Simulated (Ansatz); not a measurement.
Be₃N₂:
```
Be3N2
1.0
    2.83718     0.00000     0.00000
   -1.41859     2.45707     0.00000
    0.00000     0.00000     9.70995
Be N
6 4
Direct
  0.33333   0.66667   0.07825
  0.66667   0.33333   0.92175
  0.66667   0.33333   0.57825
  0.33333   0.66667   0.42175
  0.00000   0.00000   0.25000
  0.00000   0.00000   0.75000
  0.00000   0.00000   0.00000
  0.00000   0.00000   0.50000
  0.33333   0.66667   0.25000
  0.66667   0.33333   0.75000
```

Relaxed with PBEsol. Special points in fractions of this cell's reciprocal vectors: Γ (0.000, 0.000, 0.000); M (0.500, 0.000, 0.000); K (0.333, 0.333, 0.000); A (0.000, 0.000, 0.500); L (0.500, 0.000, 0.500); H (0.333, 0.333, 0.500).

Problem. List the band energies nearest the valence-band maximum at these points for DFT-PBEsol in the program Ansatz with PAW potentials.

Solution. In eV from the valence-band maximum; about four levels below and three above (degenerate sets whole), none deeper than 8.9 eV; points with the same levels are listed once.

```csv
k,below,above
Γ,-0.48 -0.48 -0.38 0.00 0.00,6.14 7.08 7.70
M,-2.24 -2.06 -1.45 -1.41,3.25 5.02 7.26
K,-3.38 -3.10 -3.10 -0.57,5.27 6.19 6.19
A,-0.19 -0.19 -0.19 -0.19,6.77 6.77 8.04 8.04
L,-2.07 -2.07 -1.75 -1.75,4.41 4.41 6.92 6.92
H,-3.01 -3.01 -1.66 -1.66,5.94 5.94 6.70 6.70
```

Space group P6_3/mmc. The first step of the workflow began from a Materials Project structure, measured or hypothetical; the Crystallography Open Database copy checked does not list it. COD files the formula under space group No. 206. Whether it is the stable phase at ambient conditions was not checked. Symmetry was held in the PBEsol relaxation; whether a distortion lowers the energy is not shown.

Potentials: the later of the program's two PAW sets.
